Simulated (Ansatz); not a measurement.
Consider the following.

Si₂Mo:
Space group I4/mmm (No. 139); a = b = 3.202 Å, c = 7.820 Å, α = β = γ = 90.00°

| atom | site | symmetry | x | y | z |
|---|---|---|---|---|---|
| Si | 4e | 4mm | 0.0000 | 0.0000 | 0.3353 |
| Mo | 2a | 4/mmm | 0.0000 | 0.0000 | 0.0000 |
(The calculation used a cell of 3 atoms; values per cell refer to that cell.)

This is the r²SCAN-relaxed structure.

### Question
All from DFT-r²SCAN in the program Ansatz with PAW potentials, unless another level is named. Predict the electronic character.

### Answer
metallic (no gap).

### Question
What about the density of states at the Fermi level?

### Answer
0.07 states/eV per atom (mean over ±0.08 eV).

### Question
Predict the formation energy from the elements (no fitted shifts).

### Answer
-0.47 eV/atom.

### Question
Give the gap with spin–orbit coupling.

### Answer
none (metallic).

The cell was relaxed with r²SCAN under the symmetry of its start; of distortions, only those at the zone centre were tested. No spin polarisation was allowed. The references are the lowest solids computed at this level, not always the standard phases. Scalar-relativistic: spin–orbit coupling is off unless named, which matters more the heavier the elements.

Potentials: the earlier of the program's two PAW sets.
